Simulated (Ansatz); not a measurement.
BeS (NiAs type, P6_3/mmc), PBE in the plane-wave PAW code Ansatz. The conduction-band minimum lies at K, with 2 equivalent valleys. Second derivatives d²E/dk² of the lowest band at one valley (eV·Å²), along Cartesian directions:

| direction | d²E/dk² |
|---|---|
| [100] | 12.98 |
| [010] | 12.98 |
| [001] | 21.75 |
| [110] | 12.98 |
| [101] | 17.37 |
| [011] | 17.37 |

**Question.** Find the principal effective masses, the density-of-states mass and the conductivity mass.

**Answer.** Off-diagonal terms follow from H_xy = H[110] − (H_xx + H_yy)/2, and m*/mₑ = 7.620 eV·Å² over each eigenvalue: 0.35, 0.59, 0.59. One valley's DOS mass (m₁m₂m₃)^(1/3) = 0.49, conductivity mass 3/(Σ 1/mᵢ) = 0.48 mₑ.

**Question.** What effective density of states Nc follows at 300 K for parabolic valleys?

**Answer.** Nc = 2.509e19 × 2 × (0.49)^(3/2) ≈ 1.7e19 cm⁻³.

The start of the workflow was typed in or built on a structure type; neither database checked (COD, Materials Project) lists it. COD files the formula under space group No. 216, so this cell is another polymorph or a model. Whether it is the stable phase at ambient conditions was not checked. The PBE relaxation kept the symmetry of its start; its stability against distortions is not shown here.

Potentials: the earlier of the program's two PAW sets.

Edges and masses are those of Kohn–Sham bands, whose gap is no quasiparticle gap.
